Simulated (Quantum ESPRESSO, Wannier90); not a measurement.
## Ga$_{2}$AsP (R3m), plane waves to Wannier functions

```xyz
4
Lattice="-1.9651 3.4037 0.0000 -3.9302 0.0000 0.0000 -1.9651 1.1346 6.4173" Properties=species:S:1:pos:R:3 pbc="T T T"
Ga     0.0000     0.0000     0.0470
Ga     1.9651    -1.1346     3.1606
P      1.9651    -1.1346     0.8017
As     0.0000     0.0000    -2.4051
```

Materials Project entry mp-1224789; symmetrised, unrelaxed at this level. Not found in the COD (Crystallography Open Database) copy used; not checked further. Computed values, not measurements, from LDA: Quantum ESPRESSO (norm-conserving PseudoDojo potentials, cutoff 64 Ry, no spin polarisation, no spin-orbit coupling) on a Γ-centred 8×8×8 mesh, then Wannier90. Density: 10×10×10 mesh, cold smearing 0.01 Ry. Spin-orbit coupling, left out, would split the p-like bands by a few tenths of an eV.

Bands 16-23 form an isolated set from -12.73 to 0.00 eV relative to the valence-band maximum (on the path) and are turned into 8 Wannier functions by minimising the spread from the start: s functions at random places.

### Question
Where do the functions sit, how wide are they and what are they made of?

### Answer
| functions | spread (Å²) | nearest atom, distance (Å) | second atom, distance (Å) | weight on atomic waves |
|---|---|---|---|---|
| 3 | 2.32 | As 0.95 | Ga 1.48 | As 4p 44 %, Ga 4p 23 %, As 4s 16 % |
| 1 | 2.23 | P 0.93 | Ga 1.42 | P 3p 45 %, Ga 4p 23 %, P 3s 15 % |
| 3 | 2.13 | P 0.93 | Ga 1.46 | P 3p 45 %, Ga 4p 22 %, P 3s 16 % |
| 1 | 2.44 | As 0.94 | Ga 1.51 | As 4p 44 %, Ga 4p 24 %, As 4s 17 % |

Ω_I = 16.94 Å², Ω_total = 18.01 Å²; the interpolated bands follow pw.x to 15 meV rms on the path. It is the lowest total spread that any start reached here.
